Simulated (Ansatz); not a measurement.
YF3:
```cif
data_F12Y4
_chemical_formula_sum 'Y4 F12'
_space_group_name_H-M_alt 'P 1'
_space_group_IT_number 1
_cell_length_a 6.33078
_cell_length_b 6.83938
_cell_length_c 4.36919
_cell_angle_alpha 90.000
_cell_angle_beta 90.000
_cell_angle_gamma 90.000
loop_
_space_group_symop_operation_xyz
  'x, y, z'
loop_
_atom_site_label
_atom_site_type_symbol
_atom_site_fract_x
_atom_site_fract_y
_atom_site_fract_z
_atom_site_occupancy
Y1 Y 0.63089 0.75000 0.93866 1
Y2 Y 0.36911 0.25000 0.06134 1
Y3 Y 0.86911 0.25000 0.43866 1
Y4 Y 0.13089 0.75000 0.56134 1
F1 F 0.16506 0.43685 0.37799 1
F2 F 0.83494 0.56315 0.62201 1
F3 F 0.33494 0.56315 0.87799 1
F4 F 0.66506 0.43685 0.12201 1
F5 F 0.66506 0.06315 0.12201 1
F6 F 0.33494 0.93685 0.87799 1
F7 F 0.83494 0.93685 0.62201 1
F8 F 0.16506 0.06315 0.37799 1
F9 F 0.52313 0.25000 0.58948 1
F10 F 0.47687 0.75000 0.41052 1
F11 F 0.97687 0.75000 0.08948 1
F12 F 0.02313 0.25000 0.91052 1
```

Relaxed with PBEsol.

Question: Give the optical modes at the zone centre with their infrared activity from DFPT, plane-wave PAW PBEsol (Ansatz code).

Answer: Transverse frequencies, without the LO–TO term; a row sums one degenerate level.

```tsv
ω (cm⁻¹)	degeneracy	IR ((D/Å)²/amu)	activity
117	1	0.00	IR-inactive
120	1	0.00	IR-inactive
128	1	13.86	IR
136	1	0.00	IR-inactive
138	1	0.00	IR-inactive
147	1	0.00	IR-inactive
163	1	0.00	IR-inactive
166	1	0.00	IR-inactive
171	1	0.02	IR
186	1	0.00	IR-inactive
189	1	0.00	IR-inactive
198	1	0.00	IR-inactive
210	1	18.02	IR
215	1	0.00	IR-inactive
215	1	0.00	IR-inactive
221	1	5.73	IR
235	1	0.00	IR-inactive
235	1	0.71	IR
248	1	26.53	IR
256	1	14.43	IR
256	1	0.00	IR-inactive
263	1	0.00	IR-inactive
269	1	0.00	IR-inactive
272	1	0.09	IR
283	1	0.00	IR-inactive
299	1	7.61	IR
304	1	0.00	IR-inactive
314	1	5.07	IR
320	1	8.63	IR
328	1	0.00	IR-inactive
333	1	0.00	IR-inactive
335	1	0.00	IR-inactive
337	1	0.00	IR-inactive
354	1	16.35	IR
357	1	0.00	IR-inactive
360	1	0.00	IR-inactive
361	1	0.00	IR-inactive
380	1	0.00	IR-inactive
382	1	5.43	IR
393	1	0.11	IR
405	1	0.00	IR-inactive
429	1	1.63	IR
429	1	0.00	IR-inactive
476	1	0.50	IR
503	1	0.00	IR-inactive
```

Question: How high does the top mode go among those that the LO–TO term moves?

Answer: 512 cm⁻¹ for q along x, 516 cm⁻¹ for q along y, 490 cm⁻¹ for q along z.

Space group Pnma. The workflow started from a Materials Project entry (that database holds measured and hypothetical structures alike); the Crystallography Open Database files this formula in space group No. 62, but the cells were not matched. Whether it is the stable phase at ambient conditions was not checked. The cell was relaxed with PBEsol under the symmetry of its start; of distortions, only those at the zone centre were tested. The run is not spin-polarised.

Potentials: the later of the program's two PAW sets.
